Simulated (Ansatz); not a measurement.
**Formation energy of NaAg (rocksalt type)**

```yaml
crystal:
  lattice:
    - [0.00000, 2.88228, 2.88228]
    - [2.88228, 0.00000, 2.88228]
    - [2.88228, 2.88228, 0.00000]
  atoms:
    - { symbol: Na, position: [0.00000, 0.00000, 0.00000] }
    - { symbol: Ag, position: [0.50000, 0.50000, 0.50000] }
```

The cell comes from a relaxation on PAW files under the same functional, begun from a prototype that needn't be the stable phase.

Level of theory: DFT with LDA, scalar-relativistic, in Ansatz 0.2.0; a Γ-centred 12×12×12 k mesh, Fermi–Dirac smearing of 0.05 eV, no spin polarisation. LAPW: all electrons, basis error target 0.5 meV/atom; PAW: frozen-core files, cutoff 420 eV; crystal datasets: all electrons, by PAW datasets that the program makes for each cell.

The elements are taken as Ag fcc, Na bcc, each relaxed on PAW files under the same functional and computed by the same method as the compound; zero-point and thermal terms are left out.

The PAW files were made under PBE.

Problem. What is the formation energy by LAPW, and how far do the other methods lie from it?

Solution. 0.391 eV/atom; PAW 0.0 meV/atom; crystal datasets 0.0 meV/atom. The compound is unstable against these elements; other compounds of the system weren't compared.

Problem. Give the LAPW value for one formula unit in kJ/mol.

Solution. 0.391 eV/atom × 2 atoms × 96.485 kJ/(mol·eV) = 75.5 kJ/mol, at zero temperature and without zero-point motion.

Problem. What Bader charges does the PAW density give?

Solution. Na1 +0.74 e, Ag2 -0.74 e.
